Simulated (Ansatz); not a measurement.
TiPt3 in space group P6_3/mmc (No. 194; Ti on 2a, Ti on 2c, Pt on 6g, Pt on 6h) at seven volumes, r²SCAN (plane waves, PAW; program Ansatz), shape and atoms relaxed at each. One row is withheld.

| V (Å³/atom) | P (GPa) |
|---|---|
| 13.716 | 30.68 |
| 14.168 | ? |
| 14.620 | 8.45 |
| 15.072 | -0.01 |
| 15.524 | -7.07 |
| 15.976 | -12.95 |
| 16.429 | -17.83 |

**Question.** Fit the shown pressures and predict the withheld one.

**Answer.** Third-order Birch–Murnaghan: P = (3/2)B₀(x^(7/2) − x^(5/2))[1 + (3/4)(B′ − 4)(x − 1)] with x = (V₀/V)^(2/3). Least squares on the six rows gives V₀ = 15.071 Å³/atom, B₀ = 256.9 GPa, B′ = 5.02. At V = 14.168, x = 1.0421 and P = 18.54 GPa. The run itself gave 18.57 GPa.

The first step of the workflow began from a Materials Project structure, measured or hypothetical; the Crystallography Open Database copy checked does not list it. COD files the formula under space group No. 164, 221. Its standing as an ambient phase is unchecked. The r²SCAN relaxation kept the symmetry of its start; whether a distortion lowers the energy is not shown. The run is not spin-polarised. Scalar-relativistic: spin–orbit coupling is off unless named, which matters more the heavier the elements.

Potentials: the later of the program's two PAW sets.
